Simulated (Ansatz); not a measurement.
SnSe2:
```yaml
crystal:
  lattice:
    - [3.87225, 0.00000, 0.00000]
    - [-1.93613, 3.35347, 0.00000]
    - [0.00000, 0.00000, 7.01282]
  atoms:
    - { symbol: Sn, position: [0.00000, 0.00000, 0.00000] }
    - { symbol: Se, position: [0.33333, 0.66667, 0.22735] }
    - { symbol: Se, position: [0.66667, 0.33333, 0.77265] }
```

Relaxed with PBE. Special points in fractions of this cell's reciprocal vectors: Γ (0.000, 0.000, 0.000); M (0.500, 0.000, 0.000); K (0.333, 0.333, 0.000); A (0.000, 0.000, 0.500); L (0.500, 0.000, 0.500); H (0.333, 0.333, 0.500).

List the band energies nearest the valence-band maximum at these points for the program Ansatz at the PBE level (PAW).

In eV from the valence-band maximum; about four levels below and three above (degenerate sets whole), none deeper than 8.9 eV; points with the same levels are listed once.

| k | below | above |
|---|---|---|
| Γ | -0.48 -0.48 -0.13 -0.13 | 1.09 3.08 4.58 4.58 |
| M | -2.39 -2.19 -0.80 -0.29 | 0.91 3.89 5.55 |
| K | -3.45 -3.45 -3.10 -1.01 -1.01 | 1.58 5.79 5.79 |
| A | -0.50 -0.50 -0.09 -0.09 | 1.96 2.99 4.50 4.50 |
| L | -2.15 -2.06 -0.64 -0.39 | 0.69 4.20 4.91 |
| H | -3.60 -3.60 -3.20 -0.61 -0.61 | 1.97 4.79 4.79 |

Space group P-3m1 (CdI2 type). The PBE relaxation kept the symmetry of its start. The volume lies over 15 % above that of the usual cell of this phase: another minimum, or an error of the functional. A crystal of weakly bound layers computed without a dispersion correction: the cell and the soft elastic constants depend strongly on that. Scalar-relativistic: spin–orbit coupling is off unless named, which matters more the heavier the elements.

Potentials: the later of the program's two PAW sets.
